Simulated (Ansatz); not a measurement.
In PBE (plane waves, PAW; program Ansatz), HfScTaN$_{3}$ in the trigonal phase (P3m1; Pearson symbol hP6) relaxes to a = 3.174 Å, c = 7.743 Å. Hf has 6 nearest neighbours from 2.24 Å (octahedral); Sc has 6 nearest neighbours from 2.24 Å (octahedral); Ta has 6 nearest neighbours from 2.22 Å (octahedral); N on 1c has 6 nearest neighbours from 2.25 Å (octahedral). Against the elements it lies at -148 kJ/mol-atom, with no fitted shifts.

Electronic character: metallic (no gap).

The start of the workflow was typed in or built on a structure type; neither database checked (COD, Materials Project) lists it. Whether it is the stable phase at ambient conditions was not checked. Symmetry was held in the PBE relaxation; whether a distortion lowers the energy is not shown. No spin polarisation was allowed. With an odd number of electrons in the cell and no spin polarisation, the count alone makes it a metal. The references are the lowest solids computed at this level, not always the standard phases (solids in place of the gases). Spin–orbit coupling is left out wherever it is not named.

Potentials: the earlier of the program's two PAW sets.
